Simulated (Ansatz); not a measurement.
Here is the system:

CdInNO:
```xyz
4
Lattice="3.5698 0.0000 0.0000 -1.7849 3.0915 0.0000 0.0000 0.0000 5.7657" Properties=species:S:1:pos:R:3 pbc="T T T"
In     0.0000     2.0610     2.9264
Cd     1.7849     1.0305     5.7328
O      0.0000     2.0610     0.8025
N      1.7849     1.0305     3.5110
```

This is the r²SCAN-relaxed structure.

Q: All from the program Ansatz at the r²SCAN level (PAW), unless another level is named. Predict the electronic character.

A: no gap, with almost no states at the Fermi level (zero-gap or semimetallic).

Q: Give the HSE06 gap on the r²SCAN cell.

A: 0.64 eV (a hybrid on a coarse mesh can open a false gap in a semimetal).

Q: Predict the formation energy from the elements (no fitted shifts).

A: -0.63 eV/atom.

Q: Predict the gap with spin–orbit coupling.

A: none (metallic).

Space group P3m1. The start of the workflow was typed in or built on a structure type; neither database checked (COD, Materials Project) lists it. Its standing as an ambient phase is unchecked. The cell was relaxed with r²SCAN under the symmetry of its start; whether a distortion lowers the energy is not shown. The references are the lowest solids computed at this level, not always the standard phases (solids in place of the gases). Scalar-relativistic: spin–orbit coupling is off unless named, which matters more the heavier the elements.

Potentials: the earlier of the program's two PAW sets.
